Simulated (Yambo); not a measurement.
Yambo input for N (space group Pa-3, No. 205) (a = b = c = 5.561 Å, α = β = γ = 90.00°), on PBEsol (Quantum ESPRESSO, PseudoDojo norm-conserving, 84 Ry, scalar-relativistic) wavefunctions on a 4×4×4 mesh:

```
optics
chi
dipoles
kernel
FFTGvecs= 40 Ry
Chimod= "HARTREE"
NGsBlkXd= 3 Ry
% QpntsRXd
 1 | 1 |
%
% BndsRnXd
 1 | 120 |
%
GrFnTpXd= "R"
% EnRngeXd
 0.0 | 20.0 | eV
%
% DmRngeXd
 0.2 | 0.2 | eV
%
CGrdSpXd= 50
ETStpsXd= 161
% LongDrXd
 1.0 | 0.0 | 0.0 |
%
```

First lines of the file o-*.eps_q1_inv_rpa_dyson:

```
Absorption @ Q(1):   1.00000000     0.00000000     0.00000000    [q->0 direction]
#
# [ X ] Hartree size     :  123
# [GEN] GF Energies     : Perdew, Burke & Ernzerhof SOL(X)+Perdew, Burke & Ernzerhof SOL(C)
# [GEN] Green`s Function     : Retarded
#
# [GEN] Gauge     : Length
# [GEN] [r,Vnl] included     : yes
#
#    E[1] [eV]     Im(eps)     Re(eps)     Im(eps_o)     Re(eps_o)
#
     0.000000     0.353804E-7     1.580224     -0.63171E-18     1.956652
     0.125000     0.126714E-3     1.580264     0.360126E-3     1.956764
     0.250000     0.253538E-3     1.580382     0.720892E-3     1.957101
     0.375000     0.380654E-3     1.580580     0.001083     1.957664
     0.500000     0.508206E-3     1.580858     0.001447     1.958453
     0.625000     0.636346E-3     1.581215     0.001814     1.959471
     0.750000     0.765222E-3     1.581652     0.002183     1.960717
     0.875000     0.894988E-3     1.582171     0.002557     1.962196
     1.000000     0.001026     1.582770     0.002936     1.963910
     1.125000     0.001158     1.583452     0.003320     1.965861
     1.250000     0.001291     1.584216     0.003710     1.968054
     1.375000     0.001426     1.585065     0.004107     1.970492
     1.500000     0.001563     1.585998     0.004511     1.973181
     1.625000     0.001701     1.587016     0.004925     1.976124
     1.750000     0.001842     1.588122     0.005348     1.979328
     1.875000     0.001985     1.589317     0.005781     1.982800
     2.000000     0.002131     1.590601     0.006226     1.986545
     2.125000     0.002279     1.591978     0.006684     1.990572
     2.250000     0.002430     1.593447     0.007156     1.994889
     2.375000     0.002584     1.595012     0.007643     1.999504
     2.500000     0.002742     1.596675     0.008146     2.004428
     2.625000     0.002904     1.598437     0.008667     2.009671
     2.750000     0.003070     1.600301     0.009208     2.015245
     2.875000     0.003240     1.602270     0.009769     2.021162
     3.000000     0.003415     1.604347     0.010354     2.027436
     3.125000     0.003595     1.606534     0.010964     2.034083
     3.250000     0.003781     1.608836     0.011601     2.041118
     3.375000     0.003972     1.611255     0.012268     2.048559
     3.500000     0.004170     1.613795     0.012968     2.056425
     3.625000     0.004376     1.616462     0.013702     2.064738
     3.750000     0.004588     1.619258     0.014476     2.073520
     3.875000     0.004810     1.622190     0.015291     2.082796
     4.000000     0.005040     1.625262     0.016153     2.092594
```
(The file goes on to the top of the energy range.) Convergence of the RPA response with its 4×4×4 mesh was not tested.

Geometry of the Materials Project entry, not relaxed at this level.
